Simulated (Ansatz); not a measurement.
## NaC$_{12}$: computed properties

Computed with Ansatz 0.2.0, DFT PBE+D3(BJ), scalar-relativistic, plane waves, PAW.

Cutoff 420 eV; k points 12×12×6 on the computed 13-atom cell (Γ-centred); Gaussian smearing, width 0.10 eV; no spin polarisation.

The structure is relaxed at this level of theory with its symmetry kept, and needn't be the ground state of this composition.

Space group P6/mmm (No. 191), hexagonal, a = 4.292 Å, c = 7.801 Å. Na is surrounded by 12 C at 2.67 Å; C is surrounded by 3 C at 1.43 Å, 6 C at 2.48 Å and 1 Na at 2.67 Å.

```json
{"Volume per atom": "9.57 Å³", "Kohn–Sham band gap": "none (metal)", "Density of states at the Fermi level": "2.4 states/eV per cell", "Orbital (Löwdin) character within 0.5 eV of the Fermi level": "C 2p 96 %, unprojected 4 %"}
```

The cell was found from a structure generator's guess, not taken from experiment. Löwdin shares on free-atom orbitals overweight diffuse shells.
